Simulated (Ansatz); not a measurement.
H:
```xyz
4
Lattice="2.3768 -2.2959 0.0000 2.3768 2.2959 0.0000 0.0000 0.0000 4.6554" Properties=species:S:1:pos:R:3 pbc="T T T"
H      2.3768    -2.0294     0.2584
H      2.3768     2.0294     4.3970
H      2.3768    -0.2666     2.5861
H      2.3768     0.2666     2.0693
```

Relaxed with r²SCAN+D4. Special points in fractions of this cell's reciprocal vectors: Γ (0.000, 0.000, 0.000); Y (0.500, 0.500, 0.000); F0 (0.483, 0.517, 0.000); Δ0 (-0.483, 0.483, 0.000); Z (0.000, 0.000, 0.500); B0 (-0.483, 0.483, 0.500); G0 (0.483, 0.517, 0.500); T (0.500, 0.500, 0.500); S (0.000, 0.500, 0.000); R (0.000, 0.500, 0.500).

Problem. List the band energies nearest the valence-band maximum at these points for the program Ansatz at the r²SCAN+D4 level (PAW).

Solution. In eV from the valence-band maximum; about four levels below and three above (degenerate sets whole), none deeper than 8.9 eV; points with the same levels are listed once.

```
k         below                    above
--  -----------  -----------------------
Γ   -1.84 -0.04        11.05 14.51 15.37
Y   -0.22 -0.01        11.05 12.19 14.70
F0  -0.21 -0.01        11.05 12.19 14.68
Z   -1.03 -1.03  12.07 12.07 17.55 17.55
B0  -0.08 -0.08  12.30 12.30 13.96 13.96
T   -0.08 -0.08  12.33 12.33 13.95 13.95
S   -0.55 -0.55  11.50 11.50 14.62 14.62
R   -0.49 -0.49  10.17 10.17 18.20 18.20
```

Space group Cmce. The workflow started from a Materials Project entry (that database holds measured and hypothetical structures alike); the Crystallography Open Database copy checked does not list it. It is not the usual solid phase (space group No. 194). The r²SCAN+D4 relaxation kept the symmetry of its start; its stability against distortions is not shown here. The substance is a gas or liquid at ambient conditions.

Potentials: the earlier of the program's two PAW sets.
